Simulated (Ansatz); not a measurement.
A relaxed structure of Te is spoiled in several ways and relaxed again each time (noise and exchanges are one random draw each; pressure is positive under compression). Method: PBEsol (plane waves to 420 eV, PAW, scalar-relativistic; Ansatz, a program for electronic structure).

Space group P3₁21 (No. 152); a = b = 4.317 Å, c = 5.955 Å, α = β = 90.00°, γ = 120.00°

| atom | site | symmetry | x | y | z |
|---|---|---|---|---|---|
| Te | 3a | .2. | 0.7158 | 0.7158 | 0.0000 |

One start gave a first pressure of +5 GPa, a largest first force of 0.8 eV/Å and released 0.12 eV/atom. Which change was it?
A. with every coordinate shifted by Gaussian noise of σ = 0.2 Å
B. deformed by the Cartesian strain tensor (xx, yy, zz, yz, xz, xy) = (0.007, -0.123, 0.028, -0.089, 0.000, -0.024)

B, deformed by the Cartesian strain tensor (xx, yy, zz, yz, xz, xy) = (0.007, -0.123, 0.028, -0.089, 0.000, -0.024). All starts:

| change | first pressure (GPa) | largest first force (eV/Å) | released (eV/atom) | moves | outcome | final group | E − E(parent) (eV/atom) |
|---|---|---|---|---|---|---|---|
| deformed by the Cartesian strain tensor (xx, yy, zz, yz, xz, xy) = (0.007, -0.123, 0.028, -0.089, 0.000, -0.024) | 5 | 0.8 | 0.12 | 19 | returns to the parent | P3₁21 | 0.00 |
| with every coordinate shifted by Gaussian noise of σ = 0.2 Å | 2 | 1.4 | 0.12 | 11 | returns to the parent | P3₁21 | 0.00 |

First-step values come from each run's starting, coarser k-mesh (7×7×4, 6×6×4). Each cell has its own k-point mesh; energy differences are given only to the digits this allows. No spin polarisation in the result.
